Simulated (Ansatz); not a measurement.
Relaxed-ion elastic tensor of BeAg (CsCl type, Pm-3m) in GPa (Voigt order), the program Ansatz at the PBEsol level (PAW); density 7.88 g/cm³, 12.31 Å³ per atom.

```
     1    2    3     4     5     6
-  ---  ---  ---  ----  ----  ----
1  181  113  113   0.0   0.0   0.0
2  113  181  113   0.0   0.0   0.0
3  113  113  181   0.0   0.0   0.0
4  0.0  0.0  0.0  79.2   0.0   0.0
5  0.0  0.0  0.0   0.0  79.2   0.0
6  0.0  0.0  0.0   0.0   0.0  79.2
```

Task: Is the crystal mechanically stable?

Result: Yes: the smallest eigenvalue of C is 68.7 GPa.

Task: Work out the Voigt, Reuss and Hill averages.

Result: K_V = 136, K_R = 136, K_H = 136; G_V = 61.3, G_R = 52.0, G_H = 56.7 GPa.

Task: Give Young's modulus, Poisson's ratio, Pugh's ratio and the universal anisotropy index.

Result: E = 9KG/(3K + G) = 149 GPa; ν = 0.32; K/G = 2.39 (ductile by the Pugh limit of 1.75); A_U = 5G_V/G_R + K_V/K_R − 6 = 0.89.

Task: Estimate the sound speeds and the Debye temperature.

Result: v_l = √((K + 4G/3)/ρ) = 5180 m/s, v_t = √(G/ρ) = 2680 m/s, mean 3000 m/s; Θ = (h/k)(3n/4πV)^(1/3) v_m = 387 K.

Task: Give the Zener ratio and Young's modulus along [100], [110] and [111].

Result: A = 2C44/(C11 − C12) = 2.31; 1/E = S11 − 2(S11 − S12 − S44/2)Γ with Γ = 0, 1/4, 1/3 gives 95.0, 156, 199 GPa.

The start of the workflow was typed in or built on a structure type; neither database checked (COD, Materials Project) lists it. Whether it is the stable phase at ambient conditions was not checked. The PBEsol relaxation kept the symmetry of its start; whether a distortion lowers the energy is not shown. No spin polarisation was allowed. As this level gives no gap, shear constants depend on the k-mesh and smearing (Fermi–Dirac, 0.1 eV here).

Potentials: the earlier of the program's two PAW sets. The files were generated under PBE; for other functionals the program regenerates the frozen cores, and for LDA and PBEsol the local potential too.
